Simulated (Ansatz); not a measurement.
CdS:
Space group P6₃mc (No. 186); a = b = 4.1641 Å, c = 6.7658 Å, α = β = 90.00°, γ = 120.00°

| atom | site | symmetry | x | y | z |
|---|---|---|---|---|---|
| Cd | 2b | 3m. | 0.6667 | 0.3333 | 0.0011 |
| S | 2b | 3m. | 0.3333 | 0.6667 | 0.1241 |

Relaxed with r²SCAN.

Task: Decompose the optical modes at the zone centre into irreducible representations, and say which are infrared and Raman allowed.

Result: Point group 6mm: Γ_opt = A1 + 2B1 + E1 + 2E2. Infrared: A1, E1. Raman: A1, E1, E2.

Task: Assign frequencies (DFPT, DFT-r²SCAN in the program Ansatz with PAW potentials; without the LO–TO term).

Result: E2 42, B1 133, A1 223, E1 231, E2 245, B1 295 cm⁻¹.

Subscripts of B labels follow the axes of the standard setting.

Space group P6_3mc (wurtzite). The r²SCAN relaxation kept the symmetry of its start; phonons on a q-mesh show no instability.

Potentials: the later of the program's two PAW sets.
